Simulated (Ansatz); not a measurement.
ZnNi:
```
CELL_PARAMETERS angstrom
      2.84175     0.00000     0.00000
      0.00000     2.84175     0.00000
      0.00000     0.00000     2.84175
ATOMIC_POSITIONS crystal
  Zn 0.50000 0.50000 0.50000
  Ni 0.00000 0.00000 0.00000
```

Relaxed with PBEsol. Special points in fractions of this cell's reciprocal vectors: Γ (0.000, 0.000, 0.000); X (0.000, 0.500, 0.000); M (0.500, 0.500, 0.000); R (0.500, 0.500, 0.500).

Question: List the band energies nearest the Fermi level at these points for DFT-PBEsol in the program Ansatz with PAW potentials.

Answer: In eV from the Fermi level; about four levels below and three above (degenerate sets whole), none deeper than 8.9 eV; points with the same levels are listed once.

```csv
k,below,above
Γ,-2.31 -2.31 -0.98 -0.98 -0.98,7.32 7.32 7.32
X,-1.83 -1.83 -1.08 -0.16,13.46 13.46 14.27 14.27
M,-1.57 -1.57 -1.23 -1.23 -0.66,3.67 3.96 15.49
R,-3.46 -3.46 -3.46 -0.63 -0.63,5.04 5.48 5.48 5.48
```

Space group Pm-3m (CsCl type). The workflow started from a Materials Project entry (that database holds measured and hypothetical structures alike); the Crystallography Open Database files this formula in space group No. 221, but the cells were not matched. Whether it is the stable phase at ambient conditions was not checked. Symmetry was held in the PBEsol relaxation. At this level the phase is mechanically unstable. No spin polarisation was allowed.

Potentials: the later of the program's two PAW sets.
